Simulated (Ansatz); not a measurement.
CdI2 (CdI2 type)

```
CELL_PARAMETERS angstrom
      4.24228     0.00000     0.00000
     -2.12114     3.67393     0.00000
      0.00000     0.00000     6.82527
ATOMIC_POSITIONS crystal
  Cd 0.00000 0.00000 0.00000
  I  0.33333 0.66667 0.25350
  I  0.66667 0.33333 0.74650
```

The slice is a (-1 1 0 2) plane (indices of the conventional cell) through the point (0.667, 0.333, 0.747) (fractional), spanned by u = [110] and v = [1 -1 1] in vectors of this cell: u (4.24 Å) and v (10.03 Å, at 90° to u). It covers one period; positions are fractions (u, v).

All values below come from PBE-D3(BJ) (plane waves to 420 eV, PAW, scalar-relativistic; Ansatz, a first-principles code). k mesh 9×9×5. Inside the PAW spheres the values are not all-electron values, and peaks at nuclei hang on which shells count as valence. CdI2 was relaxed with its symmetry unable to fall. Spin-orbit coupling is left out, though I is heavy. The PAW data are Ansatz's earlier set.

Predict the map of the valence electron density on the slice.


```
|99765322235679|
|87654321234567|
|65543211123455|
|44432110112344|
|33321100011233|
|22211000001122|
|21110000000111|
|22211000001122|
|33322100012233|
|54432110112344|
|55543211123455|
|66543211123456|
|66554211124556|
|66543211123456|
|55543211123455|
|55433211123345|
|44332111112334|
|43332211122333|
|44332222222334|
|66543333333456|
|88653333333568|
|99754333334579|
|99754333334579|
|88653332333568|
|66543222223456|
|44432211122344|
|44432211122344|
|55443211123445|
|65543221223455|
|87654322234567|
|99765322235679|
|99865322235689|
```
Scale: ten equal steps from -2.13 (start of '0') to 1.15 (end of '9'), in the order '0123456789'. Values: log₁₀ of the valence density in e/Å³. The map has 14 points along u (one character each, u = 0 at the left) and 32 along v (v = 0 in the bottom row). The scale is logarithmic, as a density can span decades between atoms and voids.
